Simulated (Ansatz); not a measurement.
TiSe2:
```cif
data_Se2Ti
_chemical_formula_sum 'Se2 Ti1'
_space_group_name_H-M_alt 'P 1'
_space_group_IT_number 1
_cell_length_a 3.43921
_cell_length_b 3.43921
_cell_length_c 5.80154
_cell_angle_alpha 90.000
_cell_angle_beta 90.000
_cell_angle_gamma 120.000
loop_
_space_group_symop_operation_xyz
  'x, y, z'
loop_
_atom_site_label
_atom_site_type_symbol
_atom_site_fract_x
_atom_site_fract_y
_atom_site_fract_z
_atom_site_occupancy
Se1 Se 0.33333 0.66667 0.26499 1
Se2 Se 0.66667 0.33333 0.73501 1
Ti1 Ti 0.00000 0.00000 0.00000 1
```

Relaxed with LDA.

Q: Decompose the optical modes at the zone centre into irreducible representations, and say which are infrared and Raman allowed.

A: Point group -3m: Γ_opt = A1g + A2u + Eg + Eu. Infrared: A2u, Eu. Raman: A1g, Eg.

Q: Assign frequencies (DFPT, plane-wave PAW LDA (Ansatz code)).

A: Eg 143, Eu 175, A1g 206, A2u 316 cm⁻¹.

Space group P-3m1 (CdI2 type). Symmetry was held in the LDA relaxation; of distortions, only those at the zone centre were tested. No spin polarisation was allowed. A crystal of weakly bound layers computed without a dispersion correction: the cell and the soft elastic constants depend strongly on that. As this level gives no gap, phonon frequencies hold no LO–TO term and depend on the k-mesh and smearing (Fermi–Dirac, 0.1 eV here).

Potentials: the later of the program's two PAW sets.
